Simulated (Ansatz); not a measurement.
One relaxed cell of H$_{4}$CN$_{2}$O at several levels

A database entry relaxed whole under r2SCAN at zero pressure (P-42_1m, No. 113):

```yaml
crystal:
  lattice:
    - [5.57656, 0.00000, 0.00000]
    - [0.00000, 5.57656, 0.00000]
    - [0.00000, 0.00000, 4.67103]
  atoms:
    - { symbol: H, position: [0.25770, 0.75770, 0.28120] }
    - { symbol: H, position: [0.75770, 0.74230, 0.71880] }
    - { symbol: H, position: [0.74230, 0.24230, 0.28120] }
    - { symbol: H, position: [0.24230, 0.25770, 0.71880] }
    - { symbol: H, position: [0.14354, 0.64354, 0.95986] }
    - { symbol: H, position: [0.64354, 0.85646, 0.04014] }
    - { symbol: H, position: [0.85646, 0.35646, 0.95986] }
    - { symbol: H, position: [0.35646, 0.14354, 0.04014] }
    - { symbol: C, position: [0.00000, 0.50000, 0.32606] }
    - { symbol: C, position: [0.50000, 0.00000, 0.67394] }
    - { symbol: N, position: [0.14544, 0.64544, 0.17632] }
    - { symbol: N, position: [0.64544, 0.85456, 0.82368] }
    - { symbol: N, position: [0.85456, 0.35456, 0.17632] }
    - { symbol: N, position: [0.35456, 0.14544, 0.82368] }
    - { symbol: O, position: [0.00000, 0.50000, 0.59620] }
    - { symbol: O, position: [0.50000, 0.00000, 0.40380] }
```

Its volume is 9.08 Å³ an atom, -0.4 % against the entry's 9.11, a measured cell (2016, 293 K).

Single points on this cell with plane-wave PAW DFT (Ansatz 0.2.0; r2SCAN 500 eV, hybrids 420 eV; fermi-dirac occupations of width 0.020 eV; no moments): r2SCAN on a 6×6×6 Γ-centred mesh; HSE06 on a 2×2×4 Γ-centred mesh; PBE0 on a 2×2×4 Γ-centred mesh.

How do gap, pressure and charges move from level to level?

The runs give:

```csv
level,"gap (eV), or kind",pressure (GPa),Bader charge of H (e),Bader charge of C (e),Bader charge of N (e),Bader charge of O (e)
r2SCAN,5.57,0.0,+0.47,+2.00,-1.30,-1.31
HSE06,6.58,-0.5,+0.48,+2.00,-1.30,-1.32
PBE0,7.35,-0.5,+0.48,+2.00,-1.30,-1.32
```

Under r2SCAN the gap is 5.57 eV, over mesh and band path. HSE06 moves it by +1.01 eV and PBE0 by +1.78 eV; PBE0 keeps its exact exchange at long range, which widens the gap over HSE06's by 0.77 eV on their common mesh.

Caveats: the relaxation kept the start's symmetry; HSE06 is read on its mesh and at the zone's corners, PBE0 on its mesh alone; hybrid pressures are good to a few tenths of a GPa; pressure is positive in compression.
